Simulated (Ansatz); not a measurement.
BAs (zinc blende)

```xyz
4
Lattice="0.0000 4.7839 4.7839 2.3920 0.0000 2.3920 2.3920 2.3920 0.0000" Properties=species:S:1:pos:R:3 pbc="T T T"
As     3.5879     3.5879     3.5879
As     3.5879     5.9799     5.9799
B      0.0000     0.0000     0.0000
B      2.3920     2.3920     4.7839
```

A phonon eigenvector at L = (0.5, 0.0, 0.0) is frozen into this cell: atom i moves by Q times the vector below, so Q is the largest atomic displacement, in Å. The cell is held. It is one choice among 2 degenerate patterns. (q is in reciprocal vectors of the primitive cell; the cell shown is doubled to hold the pattern.)

```tsv
atom	x	y	z
As1	0.036	-0.066	0.102
As2	-0.036	0.066	-0.102
B3	0.285	-0.520	0.805
B4	-0.285	0.520	-0.805
```

These are r2SCAN (plane waves to 500 eV, PAW, scalar-relativistic; Ansatz, a program for electronic structure) values and carry that method's errors. k mesh 6×12×12 (Γ-centred), Fermi-Dirac smearing 0.05 eV. E stands for the smeared free energy. BAs was relaxed with its symmetry unable to fall. The zero of ΔE is the undisplaced structure.

```csv
Q (Å),ΔE (meV/cell)
-0.1000,197.9
-0.0833,137.3
-0.0667,withheld
-0.0500,49.4
-0.0333,21.9
-0.0167,5.5
0.0000,0.0
0.0167,5.5
0.0333,21.9
0.0500,49.4
0.0667,withheld
0.0833,137.3
0.1000,197.9
```

Question: Fit an even polynomial form (powers 2, 4) to the given rows and predict ΔE at Q = 0.0667.

Answer: Least squares on the 11 given rows: ΔE = (19760)·Q² + (2881)·Q⁴, in meV/cell with Q in Å; root-mean-square residual 0.02 meV/cell. At 0.0667 the fit gives 88.0 meV/cell; the calculation gives 87.8 meV/cell, so the interpolation is off by 0.2 (+0.2 %). The quadratic term alone would give 87.9 meV/cell.

(For displaced atoms, the force is minus the slope of the energy, and its curvature is a force constant, which sets phonon frequencies.)
